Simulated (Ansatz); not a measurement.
Data:

MgB$_{2}$ (AlB2 type, space group P6/mmm)

```
MgB2
1.0
    6.13485     0.00000     0.00000
   -1.53371     2.65647     0.00000
    3.06742     0.00000     3.51484
Mg B
2 4
Direct
  0.00000   0.00000   0.00000
  0.50000   0.00000   0.00000
  0.91667   0.66667   0.50000
  0.41667   0.66667   0.50000
  0.08333   0.33333   0.50000
  0.58333   0.33333   0.50000
```

The atoms are displaced by Q × the pattern below (from a DFPT mode at L = (0.5, 0.0, 0.5), largest move 1; Q in Å), at fixed cell. (q is in reciprocal vectors of the primitive cell; the cell shown is doubled to hold the pattern.)

| atom | x | y | z |
|---|---|---|---|
| B3 | -0.866 | -0.500 | 0.000 |
| B4 | 0.866 | 0.500 | 0.000 |
| B5 | 0.866 | 0.500 | 0.000 |
| B6 | -0.866 | -0.500 | 0.000 |

Atoms not listed stay in place.

All values below come from r2SCAN (plane waves to 500 eV, PAW, scalar-relativistic; Ansatz, a program for electronic structure). k mesh 17×17×17 (Γ-centred), Fermi-Dirac smearing 0.05 eV. The energy includes the smearing's −TS. With partly filled bands, energies and forces of such displacements shift with the k mesh and the smearing. MgB2 was relaxed with its symmetry unable to fall. ΔE is measured from the undisplaced structure.

The scan covers Q from -0.180 to 0.180 Å in 13 points.

**Question.** Which space group does the distorted structure have?

**Answer.** Imma (No. 74), lowered from P6/mmm.

**Question.** Is this a single well or a double well?

**Answer.** A single well with its minimum at or next to zero displacement.

**Question.** What is the energy change at Q = 0.180 Å?

**Answer.** 1450 meV/cell.

**Question.** What harmonic wavenumber does the curvature at Q = 0 give?

**Answer.** 777 cm⁻¹.

(A displaced cell: forces are minus the slopes of the energy, force constants its curvatures, and phonons follow from these.)
